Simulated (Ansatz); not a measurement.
Input:

Mg4Te3S:
```cif
data_Mg4STe3
_chemical_formula_sum 'Mg4 Te3 S1'
_space_group_name_H-M_alt 'P 1'
_space_group_IT_number 1
_cell_length_a 4.41227
_cell_length_b 8.89225
_cell_length_c 6.16680
_cell_angle_alpha 90.000
_cell_angle_beta 90.000
_cell_angle_gamma 90.000
loop_
_space_group_symop_operation_xyz
  'x, y, z'
loop_
_atom_site_label
_atom_site_type_symbol
_atom_site_fract_x
_atom_site_fract_y
_atom_site_fract_z
_atom_site_occupancy
Mg1 Mg 0.00000 0.27397 0.98137 1
Mg2 Mg 0.00000 0.72603 0.98137 1
Mg3 Mg 0.50000 0.00000 0.48443 1
Mg4 Mg 0.50000 0.50000 0.54743 1
Te1 Te 0.50000 0.26477 0.25124 1
Te2 Te 0.50000 0.73523 0.25124 1
Te3 Te 0.00000 0.00000 0.75548 1
S1 S 0.00000 0.50000 0.74743 1
```

This is the PBEsol-relaxed structure.

Q: All from PBEsol in the plane-wave PAW code Ansatz, unless another level is named. Predict the gap with spin–orbit coupling.

A: 1.66 eV.

Q: Give the formation energy from the elements (no fitted shifts).

A: -0.95 eV/atom.

Q: What about the weight of the valence-edge state by species (Voronoi cells)?

A: Te 83 %, Mg 17 %.

Q: Next, the weight of the conduction-edge state by species (Voronoi cells)?

A: Mg 66 %, Te 20 %, S 14 %.

Space group Pmm2. The first step of the workflow began from a Materials Project structure, measured or hypothetical; the Crystallography Open Database copy checked does not list it. Its standing as an ambient phase is unchecked. The cell was relaxed with PBEsol under the symmetry of its start; of distortions, only those at the zone centre were tested. The references are the lowest solids computed at this level, not always the standard phases. Spin–orbit coupling is left out wherever it is not named.

Potentials: the later of the program's two PAW sets.
